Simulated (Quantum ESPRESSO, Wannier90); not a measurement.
## Tight-binding from DFT: CdSe (wurtzite)

```
CdSe
1.0
    4.34609     0.00000     0.00000
   -2.17304     3.76382     0.00000
    0.00000     0.00000     7.08984
Cd Se
2 2
Direct
  0.66667   0.33333   0.49995
  0.33333   0.66667   0.99995
  0.66667   0.33333   0.87591
  0.33333   0.66667   0.37591
```

Structure: Materials Project mp-1070, symmetrised, not relaxed again. COD (Crystallography Open Database) has an entry of this formula and space group (matched by these alone). Method: LDA plane waves in Quantum ESPRESSO 7.5 (PseudoDojo norm-conserving files, 82 Ry, no spin polarisation, no spin-orbit coupling), Bloch states on a 6×6×4 mesh through Γ, Wannier90 4.0.1. Density: 12×12×6 mesh, Gaussian smearing 0.01 Ry. Spin-orbit coupling, left out, would split the p-like bands by a few tenths of an eV.

The plane-wave run has 58 bands and 72 electrons a cell. On the energy scale of pw.x, whose zero is arbitrary, the valence-band maximum lies at 7.02 eV.

Isolated groups of bands, relative to the valence-band maximum (bands from 37 on overlap up to the last one computed):

| bands | from (eV) | to (eV) | filling | weight on atomic waves |
|---|---|---|---|---|
| 1–2 | -101.38 | -101.38 | filled | Cd 4s 100 % |
| 3–8 | -62.54 | -62.54 | filled | Cd 4p 100 % |
| 9–18 | -46.83 | -46.83 | filled | Se 3d 100 % |
| 19–20 | -12.52 | -12.05 | filled | Se 4s 86 %, Cd 5s 7 %, Cd 4d 6 % |
| 21–30 | -7.81 | -7.04 | filled | Cd 4d 96 % |
| 31–36 | -4.29 | 0.00 | filled | Se 4p 81 %, Cd 5s 11 % |

Input w.win, without the blocks of cell, atoms and k-points (144 lines):

```
num_bands = 30
num_wann = 16
exclude_bands = 1-18,21-30
num_iter = 800
conv_tol = 1.0e-6
conv_window = 4
dis_num_iter = 1000
dis_conv_tol = 1.0e-6
dis_froz_max = 8.84
dis_win_max = 15.35
write_hr = true
write_u_matrices = true
begin projections
f=-0.32012,0.33993,0.49921: s;p
f=0.32499,-0.33459,0.00514: s;p
f=-0.33173,0.32551,-0.11950: s;p
f=0.33243,-0.32489,0.38036: s;p
end projections
mp_grid = 6 6 4
```

wannier90.x stops with:
```
dis_windows: Energy window contains fewer states than number of target WFs
```
At some k-point the outer window holds fewer bands than num_wann, so no subspace of that size can be extracted. Mended as below, all else unchanged, the run goes through (Ω_I = 25.6 Å²) and follows the plane-wave bands to 1.1 meV rms (states up to 1.3 eV relative to the valence-band maximum).
Remove the line dis_win_max = 15.35.
